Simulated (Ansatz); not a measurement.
Sc:
```
CELL_PARAMETERS angstrom
      3.33062     0.00000     0.00000
     -1.66531     2.88440     0.00000
      0.00000     0.00000     5.19385
ATOMIC_POSITIONS crystal
  Sc 0.33333 0.66667 0.75000
  Sc 0.66667 0.33333 0.25000
```

Relaxed with r²SCAN.

Question: Which orbitals make up the states near the Fermi level in r²SCAN in the plane-wave PAW code Ansatz?

Answer: Within 0.5 eV of the Fermi level: Sc 3d 85 %, outside the projected shells 11 %. Projections are on Löwdin-orthogonalised atomic valence shells; empty p or d shells of many metals are not among them.

Question: Tabulate the density of states.

Answer: States/eV per cell of 2 atoms, in 0.25 eV bins, energy from the Fermi level.

| E (eV) | total | Sc 3d | Sc 4s | Sc 3p |
|---|---|---|---|---|
| -5.60 | 0.00 | 0.00 | 0.00 | 0.00 |
| -5.35 | 0.07 | 0.00 | 0.06 | 0.00 |
| -5.10 | 0.15 | 0.00 | 0.14 | 0.00 |
| -4.85 | 0.20 | 0.00 | 0.19 | 0.00 |
| -4.60 | 0.25 | 0.00 | 0.23 | 0.00 |
| -4.35 | 0.29 | 0.01 | 0.27 | 0.00 |
| -4.10 | 0.34 | 0.01 | 0.31 | 0.01 |
| -3.85 | 0.38 | 0.02 | 0.34 | 0.01 |
| -3.60 | 0.43 | 0.03 | 0.38 | 0.01 |
| -3.35 | 0.49 | 0.05 | 0.41 | 0.01 |
| -3.10 | 0.55 | 0.07 | 0.45 | 0.01 |
| -2.85 | 0.61 | 0.11 | 0.48 | 0.01 |
| -2.60 | 0.70 | 0.16 | 0.51 | 0.01 |
| -2.35 | 0.80 | 0.23 | 0.53 | 0.01 |
| -2.10 | 0.95 | 0.35 | 0.56 | 0.01 |
| -1.85 | 1.24 | 0.59 | 0.59 | 0.01 |
| -1.60 | 1.58 | 0.95 | 0.57 | 0.01 |
| -1.35 | 1.61 | 1.09 | 0.44 | 0.01 |
| -1.10 | 1.85 | 1.36 | 0.38 | 0.01 |
| -0.85 | 1.95 | 1.57 | 0.26 | 0.01 |
| -0.60 | 2.40 | 2.16 | 0.10 | 0.01 |
| -0.35 | 3.72 | 3.27 | 0.13 | 0.02 |
| -0.10 | 3.81 | 3.19 | 0.11 | 0.02 |
| 0.15 | 3.63 | 2.97 | 0.15 | 0.02 |
| 0.40 | 1.82 | 1.58 | 0.07 | 0.01 |
| 0.65 | 1.49 | 1.37 | 0.03 | 0.00 |
| 0.90 | 1.92 | 1.74 | 0.04 | 0.00 |
| 1.15 | 4.25 | 3.72 | 0.14 | 0.01 |
| 1.40 | 4.91 | 4.40 | 0.13 | 0.01 |
| 1.65 | 4.16 | 3.93 | 0.10 | 0.01 |
| 1.90 | 4.88 | 4.66 | 0.09 | 0.00 |
| 2.15 | 3.98 | 3.83 | 0.04 | 0.00 |
| 2.40 | 2.36 | 2.30 | 0.02 | 0.00 |
| 2.65 | 2.29 | 2.24 | 0.01 | 0.00 |
| 2.90 | 2.36 | 2.31 | 0.01 | 0.00 |
| 3.15 | 2.56 | 2.51 | 0.02 | 0.00 |
| 3.40 | 3.00 | 2.92 | 0.05 | 0.00 |

Space group P6_3/mmc (hcp (Mg type)). The r²SCAN relaxation kept the symmetry of its start. No spin polarisation was allowed.

Potentials: the earlier of the program's two PAW sets.
